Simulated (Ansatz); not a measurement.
B:
```cif
data_B8
_chemical_formula_sum 'B8'
_space_group_name_H-M_alt 'Cmce'
_space_group_IT_number 64
_space_group_name_Hall '-C 2ac 2'
_cell_length_a 2.92629
_cell_length_b 5.30642
_cell_length_c 3.24759
_cell_angle_alpha 90.000
_cell_angle_beta 90.000
_cell_angle_gamma 90.000
loop_
_atom_site_label
_atom_site_type_symbol
_atom_site_symmetry_multiplicity
_atom_site_Wyckoff_symbol
_atom_site_fract_x
_atom_site_fract_y
_atom_site_fract_z
_atom_site_occupancy
B1 B 8 f 0.00000 0.34386 0.41009 1
```
(The calculation used a cell of 4 atoms; values per cell refer to that cell.)

Relaxed at zero pressure with PBEsol in the plane-wave PAW code Ansatz.

Q: The volume is raised by 9 % and shape and atoms relax at that volume. What pressure results, and how do the axes share the change?

A: -20.0 GPa; a 2.9 %, b 2.8 %, c 3.1 %; the energy rises by 38 meV/atom.

Q: Give the new structure.

A: 
Space group Cmce (No. 64); a = 3.010 Å, b = 5.457 Å, c = 3.347 Å, α = 90.00°, β = 90.00°, γ = 90.00°

```tsv
atom	site	symmetry	x	y	z
B	8f	m..	0.0000	0.3446	0.4091
```

The phase is kept; no other phase was compared at this pressure.

The start of the workflow was typed in or built on a structure type; neither database checked (COD, Materials Project) lists it. It is not the phase usual at ambient conditions (space group No. 166). The cell was relaxed with PBEsol under the symmetry of its start; of distortions, only those at the zone centre were tested.

Potentials: the earlier of the program's two PAW sets.
